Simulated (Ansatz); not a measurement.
## Notes on RbLuO2

```
CELL_PARAMETERS angstrom
1.69240 0.97711 6.35477
-1.69240 0.97711 6.35477
0.00000 -1.95421 6.35477
ATOMIC_POSITIONS crystal
Rb 0.00000 0.00000 0.00000
Lu 0.50000 0.50000 0.50000
O 0.22300 0.22300 0.22300
O 0.77700 0.77700 0.77700
```

The numbers come from plane-wave PAW DFT (Ansatz): LDA, no spin polarisation, 420 eV, 9×9×9 Γ-centred k points, cold occupations (width 0.0418 eV). Nothing was relaxed.

Question: Which element gives electrons and which takes them?

Answer: Bader charges in e: Rb +0.76, Lu +2.03, O -1.40. In the mean Lu gives up most and O takes most.

Question: Is the cell too large or too small?

Answer: The pressure is -1.7 GPa (compression positive), so with the atoms held at these fractions the cell would first shrink. The principal stresses -2.3, -2.3, -0.3 GPa differ, so its shape would change too.

Question: What is the band gap?

Answer: The gap is 3.04 eV, indirect (the least direct gap found is 3.24 eV).

Question: What do density and ELF say about some of the short contacts?

Answer: Lu–O at 2.23 Å: least valence density 0.48 e/Å³ and ELF 0.15 there. Rb–O at 2.87 Å: least valence density 0.13 e/Å³ and ELF 0.06 there, a closed-shell (ionic or weak) contact. Rb–Rb at 3.38 Å: least valence density 0.06 e/Å³ and ELF 0.02 there, a closed-shell (ionic or weak) contact. Both are smooth PAW fields, read partly inside the augmentation spheres.

Question: What is the formation energy?

Answer: -3.01 eV an atom against the elements' usual phases (free molecules for gases, crystals otherwise, with no correction for O₂ or N₂), so it is bound against them; other compounds may still compete. Relaxing would lower it.

Origin: a database entry at a rescaled volume.
